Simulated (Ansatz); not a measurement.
LaScO2F:
Space group P4/mmm (No. 123); a = b = 4.1060 Å, c = 3.9934 Å, α = β = γ = 90.00°

```tsv
atom	site	symmetry	x	y	z
La	1d	4/mmm	0.5000	0.5000	0.5000
Sc	1a	4/mmm	0.0000	0.0000	0.0000
O	2f	mmm.	0.0000	0.5000	0.0000
F	1b	4/mmm	0.0000	0.0000	0.5000
```

Relaxed at zero pressure with the program Ansatz at the PBEsol level (PAW).

The volume is raised by 3 % and shape and atoms relax at that volume. What pressure results, and how do the axes share the change?

-3.9 GPa; a 1.0 %, b 1.0 %, c 1.1 %; the energy rises by 5 meV/atom.

Give the new structure.


Space group P4/mmm (No. 123); a = b = 4.1452 Å, c = 4.0357 Å, α = β = γ = 90.00°

```json
[
 {"atom": "La", "site": "1d", "symmetry": "4/mmm", "x": "0.5000", "y": "0.5000", "z": "0.5000"},
 {"atom": "Sc", "site": "1a", "symmetry": "4/mmm", "x": "0.0000", "y": "0.0000", "z": "0.0000"},
 {"atom": "O", "site": "2f", "symmetry": "mmm.", "x": "0.0000", "y": "0.5000", "z": "0.0000"},
 {"atom": "F", "site": "1b", "symmetry": "4/mmm", "x": "0.0000", "y": "0.0000", "z": "0.5000"}
]
```

The phase is kept; no other phase was compared at this pressure.

The start of the workflow was typed in or built on a structure type; neither database checked (COD, Materials Project) lists it. Whether it is the stable phase at ambient conditions was not checked. The PBEsol relaxation kept the symmetry of its start. At this level the phase is dynamically unstable (imaginary phonons). No spin polarisation was allowed. The volume moved by -21 % from the start of the relaxation. Scalar-relativistic: spin–orbit coupling is off unless named, which matters more the heavier the elements.

Potentials: the earlier of the program's two PAW sets. The files were generated under PBE; for other functionals the program regenerates the frozen cores, and for LDA and PBEsol the local potential too.
